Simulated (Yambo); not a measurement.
G0W0@LDA for Li4WO5 (space group I4, No. 79) in Yambo. Reference settings: 4×4×4 Γ-centred k mesh, bands 6 to 106 and a 6 Ry block in the screening, 106 bands in G with the Bruneval-Gonze terminator, plasmon pole fitted at 27.2 eV. The LDA gap (0.25, -0.25, 0.25) → X on this mesh is 3.19 eV; G0W0 gaps are taken between the same points.

Gap ((0.25, -0.25, 0.25) → X) in eV against the number of bands and the screening block, terminator on:

```
bands (W and G)   2 Ry   3 Ry   4 Ry   5 Ry   6 Ry
---------------  -----  -----  -----  -----  -----
39               6.305  6.072  6.004  5.990  5.948
51               5.990  5.753  5.696  5.697  5.658
67               5.836  5.599  5.544  5.545  5.508
86               5.778  5.540  5.488  5.489  5.458
106              5.748  5.509  5.456  5.456  5.425
```

Rough cost of the Yambo step against the reference (shared machines):

```
bands (W and G)  2 Ry  3 Ry  4 Ry  5 Ry  6 Ry
---------------  ----  ----  ----  ----  ----
39                1/5   1/5   1/4   1/4   1/4
51                1/3   1/3   1/3   1/3   1/3
67                1/2   1/2    ~1    ~1    ~1
86                 ~1    ~1    ~1    ~1    ~1
106                ~1    ~1    ~1    ~1     1
```

At the largest block the last step in bands moves the gap by -0.033 eV; at the most bands the last step in the block moves it by -0.031 eV.

Spin-orbit coupling is left out, which matters for elements this heavy: edges can move by tenths of an eV.

Geometry of the Materials Project entry, not relaxed at this level; primitive cell a = b = c = 5.059 Å, α = β = 99.48°, γ = 132.12°.

The structure is a Materials Project entry; no match was found in the copy of COD used, and its stability was not checked.
